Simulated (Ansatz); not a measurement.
Polymorphs of Sb, each relaxed with DFT-PBEsol in the program Ansatz with PAW potentials:

A: diamond (Fd-3m)
a = 6.874 Å, b = 6.874 Å, c = 6.874 Å, α = 90.00°, β = 90.00°, γ = 90.00°

```
atom  site  symmetry       x       y       z
----  ----  --------  ------  ------  ------
Sb      8b      -43m  0.5000  0.5000  0.5000
```

B: simple cubic (Pm-3m)
a = b = c = 3.061 Å, α = β = γ = 90.00°

| atom | site | symmetry | x | y | z |
|---|---|---|---|---|---|
| Sb | 1a | m-3m | 0.0000 | 0.0000 | 0.0000 |

C: A7 (α-As type) (R-3m)
a = 4.3220 Å, b = 4.3220 Å, c = 11.0638 Å, α = 90.00°, β = 90.00°, γ = 120.00°

| atom | site | symmetry | x | y | z |
|---|---|---|---|---|---|
| Sb | 6c | 3m | 0.0000 | 0.0000 | 0.2643 |

Put the candidates in order of energy per atom at 0 K, lowest first, for PBEsol.

C (+0 meV/atom), B (+14 meV/atom), A (+399 meV/atom)

Typed or built starts, not in the databases checked: A. Not the usual ambient phase: A; B. Unstable at this level: A. All cells were relaxed under the symmetry of their starts (and spin orders); stability against distortions was not tested throughout. Scalar-relativistic: spin–orbit coupling is off unless named, which matters more the heavier the elements.

Energies hold the estimated change up to a 700 eV cutoff; steps of a few meV lie near the error of the meshes.

Potentials: the earlier of the program's two PAW sets. The files were generated under PBE; for other functionals the program regenerates the frozen cores, and for LDA and PBEsol the local potential too.
